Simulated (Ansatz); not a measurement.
VTe4Mo: computed properties

Computed with Ansatz 0.2.0, DFT PBE, scalar-relativistic, plane waves, PAW.

Plane waves to 420 eV, a k mesh through Γ of 12×12×4 on the computed 6-atom cell and Gaussian smearing (0.01 eV); collinear spin from starting moments 1.1 0.0 0.0 0.0 0.0 0.0 μB.

The structure is relaxed at this level of theory with its symmetry kept, and needn't be the ground state of this composition.

Space group P-6m2 (No. 187). a = 3.579 Å, b = 3.579 Å, c = 15.063 Å, α = 90.00°, β = 90.00°, γ = 120.00°
```tsv
atom	site	symmetry	x	y	z
V	1f	-6m2	0.6667	0.3333	0.5000
Te	2h	3m.	0.3333	0.6667	0.3833
Te	2i	3m.	0.6667	0.3333	0.8805
Mo	1c	-6m2	0.3333	0.6667	0.0000
```

Task: Formation energy from the elements' standard states (uncorrected)?

Result: -0.287 eV/atom.

Task: Kohn–Sham band gap?

Result: 0.06 eV, indirect from K to (0.000, 0.440, 0.000).

Task: Orbital (Löwdin) character of the top 1 eV of the valence band?

Result: Te 5p 44 %, Mo 4d 26 %, V 3d 26 %.

Task: Orbital (Löwdin) character of the lowest 1 eV of the conduction band?

Result: V 3d 77 %, Te 5p 15 %.

Task: Electron masses at the edge by direction of the standard setting (m_e; one valley, along these axes only; no spin-orbit coupling)?

Result: x: 0.13; y: 5.0; z: 12.

Task: Hole masses at the edge by direction of the standard setting (m_e; one valley, along these axes only; no spin-orbit coupling)?

Result: x: 0.66, 0.65; y: 0.66, 0.65; z: 5.0, over 30.

Task: Bader charge by site (e)?

Result: V (1 in the cell) 1.03, Te (2 in the cell) -0.52, Te (2 in the cell) -0.31, Mo (1 in the cell) 0.62.

Task: Total moment?

Result: 1.00 μB per cell.

Task: Moment by site (μB)?

Result: V1 1.00, Te2 -0.06, Te4 -0.06.

Spin-orbit coupling is left out, which matters for the bands of heavy elements. The cell holds layers, chains or molecules and no dispersion correction was added, so their binding is poorly described.

Only this magnetic start was tried.

The cell was found from a structure generator's guess, not taken from experiment. Kohn–Sham gaps at this level usually fall short of measured ones. Löwdin shares on free-atom orbitals overweight diffuse shells in the empty bands.
